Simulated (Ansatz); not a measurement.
AuBr:
```cif
data_Au4Br4
_chemical_formula_sum 'Au4 Br4'
_space_group_name_H-M_alt 'P 1'
_space_group_IT_number 1
_cell_length_a 6.83974
_cell_length_b 6.83974
_cell_length_c 6.83974
_cell_angle_alpha 116.880
_cell_angle_beta 116.880
_cell_angle_gamma 95.496
loop_
_space_group_symop_operation_xyz
  'x, y, z'
loop_
_atom_site_label
_atom_site_type_symbol
_atom_site_fract_x
_atom_site_fract_y
_atom_site_fract_z
_atom_site_occupancy
Au1 Au 0.87500 0.12500 0.75000 1
Au2 Au 0.87500 0.62500 0.75000 1
Au3 Au 0.37500 0.12500 0.25000 1
Au4 Au 0.87500 0.12500 0.25000 1
Br1 Br 0.30288 0.30288 0.00000 1
Br2 Br 0.05288 0.55288 0.50000 1
Br3 Br 0.44712 0.94712 0.50000 1
Br4 Br 0.69712 0.69712 0.00000 1
```

Relaxed with r²SCAN. 

HSE06 on this cell (Ansatz, an electronic-structure program, PAW) gives a gap of 2.86 eV. What does r²SCAN give?

2.37 eV.

Cost on shared cores: the r²SCAN run (SCF on a 6×6×6 mesh, then bands and DOS) very roughly 4 core-minutes, the HSE06 run (SCF on 3×3×3, then a few points) around 5 core-minutes (rough); the tasks are unlike.

Space group I4_1/amd. The workflow started from an entry of the Crystallography Open Database (COD), which files this formula under 2 space groups. Its standing as an ambient phase is unchecked. Symmetry was held in the r²SCAN relaxation; whether a distortion lowers the energy is not shown. Spin–orbit coupling is left out wherever it is not named.

Potentials: the later of the program's two PAW sets.

Ansatz is a plane-wave DFT program.
